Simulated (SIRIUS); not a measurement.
Set-up for a self-consistent single point of MgZn₃S₄ (P-43m, 8 atoms in the cell; from Materials Project mp-1120718, changed as shown).

```
CELL_PARAMETERS angstrom
      5.51619     0.00000     0.00000
      0.00000     5.51619     0.00000
      0.00000     0.00000     5.51619
ATOMIC_POSITIONS crystal
  Mg 0.50000 0.50000 0.50000
  Zn 0.00000 0.00000 0.50000
  Zn 0.50000 0.00000 0.00000
  Zn 0.00000 0.50000 0.00000
  S  0.75633 0.75633 0.24367
  S  0.75633 0.24367 0.75633
  S  0.24367 0.24367 0.24367
  S  0.24367 0.75633 0.75633
```

Level of theory: PBEsol, PseudoDojo 0.4 standard norm-conserving PBEsol (tails mended) pseudopotentials (plane waves; SIRIUS).

SIRIUS settings:

- parameters.ngridk = 3 3 3
- parameters.xc_functionals = [XC_GGA_X_PBE_SOL, XC_GGA_C_PBE_SOL]
- parameters.gk_cutoff = 9.165 1/bohr
- parameters.pw_cutoff = 18.331 1/bohr
- parameters.smearing = gaussian
- parameters.smearing_width = 0.0001 Ha
- potentials = PseudoDojo 0.4 standard norm-conserving PBEsol (tails mended) pseudopotentials
- parameters.electronic_structure_method = pseudopotential
- parameters.num_bands = 56
- parameters.num_mag_dims = 0
- parameters.num_dft_iter = 100
- parameters.energy_tol = 1e-07 Ha
- parameters.density_tol = 1e-06
- mixer.type = anderson
- mixer.beta = 0.5
- mixer.use_hartree = false

Results:

- Number of valence electrons = 94
- Number of bands = 56
- Number of k-points after the program's reduction = 4
- Number of plane waves (most at a k-point) = 14771
- Number of SCF iterations = 18
- FFT grid = 64 × 64 × 64
- Free energy E − TS = -19875.1975 eV
- Pressure = -3.12 GPa
- Largest force (vector length) = 0.102 eV/Å

Forces (eV/Å):
```json
[
 {"atom": "Mg1", "Fx": "0.000", "Fy": "0.000", "Fz": "0.000"},
 {"atom": "Zn2", "Fx": "0.000", "Fy": "0.000", "Fz": "0.000"},
 {"atom": "Zn3", "Fx": "0.000", "Fy": "0.000", "Fz": "0.000"},
 {"atom": "Zn4", "Fx": "0.000", "Fy": "0.000", "Fz": "0.000"},
 {"atom": "S5", "Fx": "0.059", "Fy": "0.059", "Fz": "-0.059"},
 {"atom": "S6", "Fx": "0.059", "Fy": "-0.059", "Fz": "0.059"},
 {"atom": "S7", "Fx": "-0.059", "Fy": "-0.059", "Fz": "-0.059"},
 {"atom": "S8", "Fx": "-0.059", "Fy": "0.059", "Fz": "0.059"}
]
```

Stress (GPa, positive for compression):
```
-3.12   0.00   0.00
 0.00  -3.12   0.00
 0.00   0.00  -3.12
```

For comparison: a first run was changed to give this one (volume scaled by 1.02), and from it to this one the free energy rises by 6.5 meV/atom, the pressure goes from -1.91 to -3.12 GPa and the largest force hardly changes (0.100 to 0.102 eV/Å).

The structure comes from a collection of computed structures, made at another level of theory; the collection holds predicted forms beside known ones. Its lattice was then scaled.

Cost on one core: around 60 core-seconds (rough).

“Tails mended”: in these copies of the files the far tail of each local potential was reset to the Coulomb form.
